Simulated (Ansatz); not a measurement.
One stationary structure of CoSi2. Level of theory: PBEsol (plane waves to 420 eV, PAW, scalar-relativistic; Ansatz, a program for electronic structure).

```xyz
3
Lattice="0.0000 2.6564 2.6564 2.6564 0.0000 2.6564 2.6564 2.6564 0.0000" Properties=species:S:1:pos:R:3 pbc="T T T"
Co     0.0000     0.0000     0.0000
Si     1.3282     1.3282     1.3282
Si     3.9845     3.9845     3.9845
```

Q: Find the space group and the Wyckoff positions (tolerance 0.01 Å).

A: Space group Fm-3m (No. 225); a = 5.3127 Å, b = 5.3127 Å, c = 5.3127 Å, α = 90.00°, β = 90.00°, γ = 90.00°

```csv
atom,site,symmetry,x,y,z
Co,4a,m-3m,0.0000,0.0000,0.0000
Si,8c,-43m,0.2500,0.2500,0.2500
```

This is the AFLOW prototype AB2_cF12_225_a_c (C1, as in CaF2).

Q: Give the shortest distances between elements (the closest pairs, up to four, under 3.6 Å).

A: Co–Si 2.30 Å; Si–Si 2.66 Å.

The volume per atom is 12.50 Å³ and the density is 5.10 g/cm³. The band gap comes out as no gap (metallic) and the magnetic moment comes out as zero (the starting moments vanished).

No spin polarisation in the result: the starting moments vanished. The relaxed primitive cell holds an odd number of electrons. A magnetic state may lie lower.

The run could not lose the symmetry of its start.

The first start was generated by placing the elements on the sites of a structure type. A measured structure of CoSi2 has the same space group, Fm-3m (No. 225); the sites were not compared with it.
